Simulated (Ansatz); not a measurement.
**AlGa₃N₄: computed property card**

AlGa3N4:
```xyz
8
Lattice="4.4270 0.0000 0.0000 0.0000 4.4270 0.0000 0.0000 0.0000 4.4270" Properties=species:S:1:pos:R:3 pbc="T T T"
Al     0.0000     0.0000     0.0000
Ga     2.2135     2.2135     0.0000
Ga     0.0000     2.2135     2.2135
Ga     2.2135     0.0000     2.2135
N      3.3416     3.3416     1.0854
N      3.3416     1.0854     3.3416
N      1.0854     1.0854     1.0854
N      1.0854     3.3416     3.3416
```

Space group P-43m (No. 215); conventional cell a = b = c = 4.427 Å, α = β = γ = 90.00°.

Method: LDA in the plane-wave PAW code Ansatz. Structure relaxed to zero pressure with the same functional. Other levels are named where they apply.

**Cell and energy**

| Property | Result |
|---|---|
| Volume per atom | 10.85 Å³ |
| Density | 5.59 g/cm³ |
| Formation energy from the elements (no fitted shifts) | -0.96 eV/atom |

**Electronic structure**

| Item | Value |
|---|---|
| Band gap | 2.56 eV (direct) |
| Valence-band maximum | at Γ |
| Conduction-band minimum | at Γ |
| Electron effective mass | 0.23 mₑ (isotropic) |
| Hole effective mass, band 1 of 3 at the edge | 1.1 along [100], 19 along [110], 2.9 along [111] (mₑ) |
| Hole effective mass, band 2 of 3 at the edge | 1.1 along [100], 1.1 along [110], 2.9 along [111] (mₑ) |
| Hole effective mass, band 3 of 3 at the edge | 0.24 along [100], 0.20 along [110], 0.19 along [111] (mₑ) |

**Mechanics**

| Item | Value |
|---|---|
| Elastic constants (relaxed ions, GPa) | C11 = 292, C12 = 161, C44 = 166 |
| Mechanical stability | stable (all eigenvalues of C positive) |
| Hill bulk and shear moduli | 204 and 114 GPa |
| Young's modulus | 289 GPa |
| Poisson's ratio | 0.26 |
| Debye temperature from the elastic constants | 676 K |
| Piezoelectric stress constants (proper, relaxed ions, C/m²) | e14 = e25 = e36 = 0.47 |

**Dielectric response**

| Quantity | Value |
|---|---|
| Electronic dielectric constant ε∞ (DFPT) | 5.39 |
| Static dielectric constant ε0 (ions relaxed, cell fixed) | 9.56 |
| Born charges (a third of the trace) | Al +2.57, Ga +2.61, N -2.60 e |
| Largest static χ(2) component | 6.7 pm/V |

**Phonons**

| Property | Value |
|---|---|
| Highest zone-centre frequency (without LO–TO term) | 709 cm⁻¹ |
| Zone-centre stability | no imaginary mode at Γ |
| Dynamical stability on the path | stable (no imaginary branch) |
| Zero-point energy | 83.5 meV/atom |
| Vibrational entropy at 300 K | 14.6 J/(K·mol of atoms) |

The first step of the workflow began from a Materials Project structure, measured or hypothetical; the Crystallography Open Database copy checked does not list it. With Al and Ga taken as one species the cell has the higher symmetry F-43m, so it may be an ordered model of a mixed-site phase. Whether it is the stable phase at ambient conditions was not checked. The cell was relaxed with LDA under the symmetry of its start. Signs of piezoelectric constants follow the polarity of the cell as given. The references are the lowest solids computed at this level, not always the standard phases (solids in place of the gases). Scalar-relativistic: spin–orbit coupling is off unless named, which matters more the heavier the elements.

Potentials: the later of the program's two PAW sets.
